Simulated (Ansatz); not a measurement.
Cu Kα1 powder pattern (kinematic, no thermal factors).
```json
{"2θ (°)": "23.61", "relative intensity": "2"}
{"2θ (°)": "26.76", "relative intensity": "1"}
{"2θ (°)": "27.92", "relative intensity": "4"}
{"2θ (°)": "31.16", "relative intensity": "3"}
{"2θ (°)": "31.65", "relative intensity": "3"}
{"2θ (°)": "35.98", "relative intensity": "100"}
{"2θ (°)": "38.21", "relative intensity": "46"}
{"2θ (°)": "45.41", "relative intensity": "1"}
{"2θ (°)": "48.29", "relative intensity": "9"}
{"2θ (°)": "50.43", "relative intensity": "4"}
{"2θ (°)": "55.14", "relative intensity": "15"}
{"2θ (°)": "56.07", "relative intensity": "2"}
{"2θ (°)": "56.40", "relative intensity": "1"}
{"2θ (°)": "63.19", "relative intensity": "15"}
{"2θ (°)": "64.07", "relative intensity": "4"}
{"2θ (°)": "64.99", "relative intensity": "2"}
{"2θ (°)": "67.62", "relative intensity": "30"}
{"2θ (°)": "76.30", "relative intensity": "8"}
{"2θ (°)": "81.78", "relative intensity": "5"}
{"2θ (°)": "81.96", "relative intensity": "5"}
{"2θ (°)": "82.55", "relative intensity": "1"}
{"2θ (°)": "88.13", "relative intensity": "1"}
{"2θ (°)": "89.49", "relative intensity": "3"}
```

The pattern is computed from a structure relaxed with DFT PBE, scalar-relativistic, plane waves, PAW in Ansatz. No spin polarisation. Its elements are As, Ga, In.

Q: Give the structure.

A: InGa₃As₂.
Space group P4/mmm (No. 123). a = 3.328 Å, b = 3.328 Å, c = 11.298 Å, α = 90.00°, β = 90.00°, γ = 90.00°
```csv
atom,site,symmetry,x,y,z
In,1a,4/mmm,0.0000,0.0000,0.0000
Ga,2h,4mm,0.5000,0.5000,0.1933
Ga,1d,4/mmm,0.5000,0.5000,0.5000
As,2g,4mm,0.0000,0.0000,0.3302
```

A pattern alone doesn't exclude other cells with like lines; this is the one computed.

The structure comes from a generated guess; another structure or a mixture of phases may lie lower.
